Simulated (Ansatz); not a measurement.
RbC₂N₃: ¹⁴N nuclear quadrupole resonance

Cell: a COD entry whose atoms were relaxed with PBE, the cell held.

Space group Pbcm (No. 57); a = 8.5609, b = 6.6171, c = 7.6507 Å.

```
site  Wyckoff  site symmetry       x       y       z
  Rb       4c            2..  0.6821  0.2500  0.0000
  C5       4d            ..m  0.3172  0.2693  0.2500
  C9       4d            ..m  0.0660  0.1439  0.2500
 N13       4d            ..m  0.9286  0.1424  0.2500
 N17       4d            ..m  0.2175  0.1217  0.2500
 N21       4d            ..m  0.4203  0.3883  0.2500
```

One atom of each set is listed.

Computed with Ansatz: DFT, PBE, plane waves and PAW, scalar-relativistic, 420 eV cutoff, Γ-centred 4×4×4 k-points, Fermi–Dirac smearing 0.02 eV.

¹⁴N: I = 1, Q = 20.44 mb (year-2017 value). Static lattice, zero field.

**Question.** At which frequencies do the ¹⁴N NQR lines lie?

**Answer.** For I = 1 the lines are ν± = (3/4)|C_Q|(1 ± η/3) and ν₀ = |C_Q|η/2.

| site | atoms | V_zz (10²¹ V/m²) | C_Q (MHz) | η | line frequencies (MHz) |
| --- | --- | --- | --- | --- | --- |
| N13 | 4 | -3.96 | -1.96 | 0.49 | 0.477, 1.23, 1.71 |
| N17 | 4 | 7.90 | 3.90 | 0.39 | 0.762, 2.55, 3.31 |
| N21 | 4 | -3.52 | -1.74 | 0.58 | 0.505, 1.05, 1.56 |

At N13 and N21 V_zz points along its bond to C (within 5°) in each case. At N17 V_zz runs parallel to the line that joins its two neighbours (within 1°).

The database positions were far from equilibrium, so the relaxed structure may not be the compound's real one.
